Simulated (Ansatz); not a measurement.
PbS (zinc blende, space group No. 216) at seven volumes, plane-wave PAW PBE (Ansatz code), scaled uniformly. One row is withheld.

```tsv
V (Å³/atom)	P (GPa)
33.413	?
34.514	2.48
35.616	1.15
36.718	0.00
37.819	-0.98
38.921	-1.82
40.022	-2.53
```

Problem. Fit the shown pressures and predict the withheld one.

Solution. P = (3/2)B₀(x^(7/2) − x^(5/2))[1 + (3/4)(B′ − 4)(x − 1)] with x = (V₀/V)^(2/3). Least squares on the six rows gives V₀ = 36.718 Å³/atom, B₀ = 35.2 GPa, B′ = 4.20. At V = 33.413, x = 1.0649 and P = 4.05 GPa. The run itself gave 4.04 GPa.

Space group F-43m (zinc blende). The start of the workflow was typed in or built on a structure type; neither database checked (COD, Materials Project) lists it. It is not the phase usual at ambient conditions (space group No. 225). The PBE relaxation kept the symmetry of its start; whether a distortion lowers the energy is not shown. Spin–orbit coupling is left out wherever it is not named.

Potentials: the earlier of the program's two PAW sets.
